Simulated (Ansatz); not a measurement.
Relaxed-ion elastic tensor of Pd (simple cubic, Pm-3m) in GPa (Voigt order), the program Ansatz at the PBEsol level (PAW); density 10.47 g/cm³, 16.88 Å³ per atom.

```
  363   41.7   41.7    0.0    0.0    0.0
 41.7    363   41.7    0.0    0.0    0.0
 41.7   41.7    363    0.0    0.0    0.0
  0.0    0.0    0.0  -17.4    0.0    0.0
  0.0    0.0    0.0    0.0  -17.4    0.0
  0.0    0.0    0.0    0.0    0.0  -17.4
```

### Question
Is the crystal mechanically stable?

### Answer
No: the smallest eigenvalue of C is -17.4 GPa.

The cell is a constructed one: a structure type filled with these elements; neither database checked (COD, Materials Project) lists it. It is not the phase usual at ambient conditions (space group No. 225). The cell was relaxed with PBEsol under the symmetry of its start. At this level the phase is mechanically unstable. No spin polarisation was allowed. As this level gives no gap, shear constants depend on the k-mesh and smearing (Fermi–Dirac, 0.1 eV here).

Potentials: the later of the program's two PAW sets.
